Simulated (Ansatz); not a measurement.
H4BrN:
```
CELL_PARAMETERS angstrom
      4.00135     0.00000     0.00000
      0.00000     4.00135     0.00000
      0.00000     0.00000     4.00135
ATOMIC_POSITIONS crystal
  H  0.14877 0.14877 0.85123
  H  0.14877 0.85123 0.14877
  H  0.85123 0.85123 0.85123
  H  0.85123 0.14877 0.14877
  Br 0.50000 0.50000 0.50000
  N  0.00000 0.00000 0.00000
```

Relaxed with r²SCAN+D4. 

HSE06 on this cell (Ansatz, an electronic-structure program, PAW) gives a gap of 5.44 eV. What does r²SCAN+D4 give?

4.81 eV.

Cost on shared cores: the r²SCAN+D4 run (SCF on a 7×7×7 mesh, then bands and DOS) very roughly 30 core-seconds, the HSE06 run (SCF on 4×4×4, then a few points) about 40 core-seconds (a rough figure); the tasks are unlike.

Space group P-43m. The workflow started from a Materials Project entry (that database holds measured and hypothetical structures alike); the Crystallography Open Database files this formula in space group No. 215, but the cells were not matched. Its standing as an ambient phase is unchecked. The r²SCAN+D4 relaxation kept the symmetry of its start; phonons on a q-mesh show no instability. Scalar-relativistic: spin–orbit coupling is off unless named, which matters more the heavier the elements.

Potentials: the later of the program's two PAW sets.

Ansatz is a plane-wave DFT program.
